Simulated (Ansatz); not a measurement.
Perovskite alloy of SrZrO3 and SrHfO3 (2 of 8 Zr sites exchanged), 40 atoms

Ansatz, PAW, plane waves. PBEsol relaxation of volume and atoms (shape held) at the single k point (¼, ¼, ¼) without its symmetry partners; single points on the relaxed atoms at the Γ point alone, onto which points of the small cell's zone fold. Arrangement: quasirandom. No spin–orbit coupling unless named.

Relaxed structure:

```yaml
crystal:
  lattice:
    - [8.16616, 0.00000, 0.00000]
    - [0.00000, 8.16616, 0.00000]
    - [0.00000, 0.00000, 8.16616]
  atoms:
    - { symbol: Sr, position: [0.01888, 0.00085, 0.01122] }
    - { symbol: Sr, position: [0.01321, 0.00076, 0.51792] }
    - { symbol: Sr, position: [0.98191, 0.50004, 0.98727] }
    - { symbol: Sr, position: [0.98929, 0.49996, 0.48094] }
    - { symbol: Sr, position: [0.51118, 0.00083, 0.01810] }
    - { symbol: Sr, position: [0.51855, 0.00076, 0.51176] }
    - { symbol: Sr, position: [0.48727, 0.50000, 0.98114] }
    - { symbol: Sr, position: [0.48161, 0.49991, 0.48783] }
    - { symbol: Hf, position: [0.25023, 0.25039, 0.24953] }
    - { symbol: Hf, position: [0.25023, 0.25039, 0.74953] }
    - { symbol: Zr, position: [0.25024, 0.75039, 0.24952] }
    - { symbol: Zr, position: [0.25024, 0.75039, 0.74952] }
    - { symbol: Zr, position: [0.75024, 0.25039, 0.24952] }
    - { symbol: Zr, position: [0.75024, 0.25039, 0.74952] }
    - { symbol: Zr, position: [0.75024, 0.75040, 0.24953] }
    - { symbol: Zr, position: [0.75023, 0.75039, 0.74953] }
    - { symbol: O, position: [0.28538, 0.21213, 0.99966] }
    - { symbol: O, position: [0.21509, 0.28864, 0.49939] }
    - { symbol: O, position: [0.28636, 0.78970, 0.99968] }
    - { symbol: O, position: [0.21412, 0.71108, 0.49936] }
    - { symbol: O, position: [0.71492, 0.29257, 0.99939] }
    - { symbol: O, position: [0.78555, 0.20820, 0.49965] }
    - { symbol: O, position: [0.71470, 0.70805, 0.99936] }
    - { symbol: O, position: [0.78578, 0.79273, 0.49968] }
    - { symbol: O, position: [0.00099, 0.29062, 0.21429] }
    - { symbol: O, position: [0.00125, 0.21019, 0.78474] }
    - { symbol: O, position: [0.00014, 0.70964, 0.21382] }
    - { symbol: O, position: [0.00046, 0.79132, 0.78548] }
    - { symbol: O, position: [0.49949, 0.21018, 0.28475] }
    - { symbol: O, position: [0.49921, 0.29057, 0.71429] }
    - { symbol: O, position: [0.50034, 0.79114, 0.28523] }
    - { symbol: O, position: [0.50001, 0.70941, 0.71357] }
    - { symbol: O, position: [0.20310, 0.00134, 0.27673] }
    - { symbol: O, position: [0.27924, 0.00131, 0.70374] }
    - { symbol: O, position: [0.29739, 0.49945, 0.22233] }
    - { symbol: O, position: [0.22121, 0.49945, 0.79530] }
    - { symbol: O, position: [0.77842, 0.00051, 0.19998] }
    - { symbol: O, position: [0.70203, 0.00048, 0.77949] }
    - { symbol: O, position: [0.72205, 0.50027, 0.29904] }
    - { symbol: O, position: [0.79843, 0.50028, 0.71953] }
```

Question: What are the mean bond lengths by pair (pairs within 1.2 times the sum of covalent radii, less contacts 15 % beyond the pair's median; cation–cation pairs of compounds aside; long ionic contacts are cut short by that bound)?

Answer: Hf–O 2.082 ± 0.002 Å (standard deviation, 12 bonds); O–Sr 2.691 ± 0.155 Å (standard deviation, 64 bonds); O–Zr 2.092 ± 0.003 Å (standard deviation, 36 bonds).

Question: What gap lies between the top filled and the lowest empty level in the single points?

Answer: HSE06 with spin–orbit coupling 5.29 eV (10 min on 7 threads of Neoverse-V2).
